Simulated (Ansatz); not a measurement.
An Ansatz (a quantum-chemistry and plane-wave program) input:

Ansatz 0.2 input:
```yaml
crystal:
  lattice:
    - [5.8843734602, 0.0, 0.0]
    - [-2.9421867301, 5.0960169019, 0.0]
    - [0.0, 0.0, 4.6371703134]
  atoms:
    - { symbol: Ti, position: [0.0, 0.0, 0.0] }
    - { symbol: H, position: [0.3333333333, 0.6666666667, 0.0841604115] }
    - { symbol: H, position: [0.6666666667, 0.3333333333, 0.9158395885] }
    - { symbol: H, position: [0.2392787936, 0.4785575871, 0.3804137486] }
    - { symbol: H, position: [0.7607212064, 0.5214424129, 0.6195862514] }
    - { symbol: H, position: [0.5214424129, 0.7607212064, 0.3804137486] }
    - { symbol: H, position: [0.4785575871, 0.2392787936, 0.6195862514] }
    - { symbol: H, position: [0.2392787936, 0.7607212064, 0.3804137486] }
    - { symbol: H, position: [0.7607212064, 0.2392787936, 0.6195862514] }
    - { symbol: N, position: [0.3333333333, 0.6666666667, 0.3041938153] }
    - { symbol: N, position: [0.6666666667, 0.3333333333, 0.6958061847] }
    - { symbol: F, position: [0.1514559778, 0.8485440222, 0.7711276596] }
    - { symbol: F, position: [0.8485440222, 0.1514559778, 0.2288723404] }
    - { symbol: F, position: [0.1514559778, 0.3029119555, 0.7711276596] }
    - { symbol: F, position: [0.8485440222, 0.6970880445, 0.2288723404] }
    - { symbol: F, position: [0.6970880445, 0.8485440222, 0.7711276596] }
    - { symbol: F, position: [0.3029119555, 0.1514559778, 0.2288723404] }
kpoints:
  mp_grid: { grid: [5, 5, 5] }
hamiltonian:
  xc: r2scan
  dispersion: d4
  pseudopotentials: { kind: paw }
scf:
  occupations: { method: fixed }
output:
  optics: { e_range: [0.0, 15.0], de: 0.05, sigma: 0.1, bands: { spectra_wanted_up_to: 12 eV } }
```

Question: How many symmetry operations and irreducible k-points will the run report?

Answer: 12 operations, 19 of 125 k-points.

Question: With a cutoff of 500 eV, how many plane waves at Γ?

Answer: 3557.

It took about 4 core-minutes (a rough figure) on shared server cores.

Space group P-3m1. The workflow started from a Materials Project entry (that database holds measured and hypothetical structures alike); the Crystallography Open Database files this formula in space group No. 164, but the cells were not matched. Its standing as an ambient phase is unchecked. The r²SCAN+D4 relaxation kept the symmetry of its start; whether a distortion lowers the energy is not shown. No spin polarisation was allowed.

Potentials: the later of the program's two PAW sets.

Ansatz is a plane-wave DFT program.
